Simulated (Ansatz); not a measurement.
Here is the system:

Mg2H6Ru:
```xyz
9
Lattice="0.0000 3.2587 3.2587 3.2587 0.0000 3.2587 3.2587 3.2587 0.0000" Properties=species:S:1:pos:R:3 pbc="T T T"
Mg     4.8880     4.8880     4.8880
Mg     1.6293     1.6293     1.6293
H      3.2587     3.2587     4.8498
H      3.2587     3.2587     1.6676
H      4.8498     3.2587     3.2587
H      1.6676     3.2587     3.2587
H      3.2587     4.8498     3.2587
H      3.2587     1.6676     3.2587
Ru     0.0000     0.0000     0.0000
```

This is the LDA-relaxed structure.

### Question
All from LDA (plane waves, PAW; program Ansatz), unless another level is named. Give the vibrational entropy at 300 K.

### Answer
12.0 J/(K·mol of atoms).

### Question
And the zero-point energy?

### Answer
146.3 meV/atom.

### Question
What about the Young's modulus?

### Answer
141 GPa.

Space group Fm-3m. The workflow started from a Materials Project entry (that database holds measured and hypothetical structures alike); the Crystallography Open Database copy checked does not list it. Its standing as an ambient phase is unchecked. The LDA relaxation kept the symmetry of its start; phonons on a q-mesh show no instability. No spin polarisation was allowed.

Potentials: the later of the program's two PAW sets.
